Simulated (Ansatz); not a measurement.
Input and command of a plane-wave DFT calculation in Ansatz:

```yaml
crystal:
  lattice:
    - [3.1141191221, 0.0, 0.0]
    - [0.0, 3.1141191221, 0.0]
    - [0.0, 0.0, 3.1141191221]
  atoms:
    - { symbol: Mo, position: [0.0, 0.0, 0.0], spin: 2.0 }
    - { symbol: S, position: [0.5, 0.5, 0.5] }
basis:
  ecutwfc: 420
kpoints:
  mp_grid: { grid: [14, 14, 14] }
hamiltonian:
  xc: pbe
  hubbard: { sites: [{ species: Mo, l: d, u_eff: 4.38 }] }
scf:
  occupations: { method: gaussian, width: 0.1 }
output:
  forces: true
  stress: true
  eigenvalues: true
  populations: true
  write_density: true
  write_potential: true
  elf: true
  volumetric_format: npy
magnetization:
  spin_polarized: true
```

```bash
ansatz run input.yaml --threads 1 --pin off --max-ram 2560MiB --backend cpu --events-out ev --progress --plain --runs-dir out
```

Processor: AMD EPYC 7R43 64-Core Processor (Zen 3), 1 thread, on a host shared with other jobs.

Problem. Estimate time, memory and problem size.

Solution. About 15 s on 1 thread of AMD EPYC 7R43 64-Core Processor (Zen 3), on a shared host, peak memory 0.47 GiB. It solves 15 bands at 120 k points (the mesh reduced by the symmetry that the task leaves, which can be less than the crystal's) with about 619 plane waves, in 14 SCF iterations.
